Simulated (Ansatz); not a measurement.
SrRh2:
```
CELL_PARAMETERS angstrom
      0.00000     3.81126     3.81126
      3.81126     0.00000     3.81126
      3.81126     3.81126     0.00000
ATOMIC_POSITIONS crystal
  Rh 0.12500 0.12500 0.12500
  Rh 0.62500 0.12500 0.12500
  Rh 0.12500 0.12500 0.62500
  Rh 0.12500 0.62500 0.12500
  Sr 0.50000 0.50000 0.50000
  Sr 0.75000 0.75000 0.75000
```

Relaxed with PBEsol.

Problem. Give the Bader charges and basin volumes of the independent atoms, PBEsol (plane waves, PAW; program Ansatz).

Solution. 

| atom | Bader charge (e) | Bader volume (Å³) |
|---|---|---|
| Rh1 | -0.60 | 19.5 |
| Sr5 | +1.20 | 16.4 |

Space group Fd-3m (cubic Laves (MgCu2 type)). The workflow started from an entry of the Crystallography Open Database (COD). Its standing as an ambient phase is unchecked. The PBEsol relaxation kept the symmetry of its start; its stability against distortions is not shown here. The run is not spin-polarised.

Potentials: the later of the program's two PAW sets.
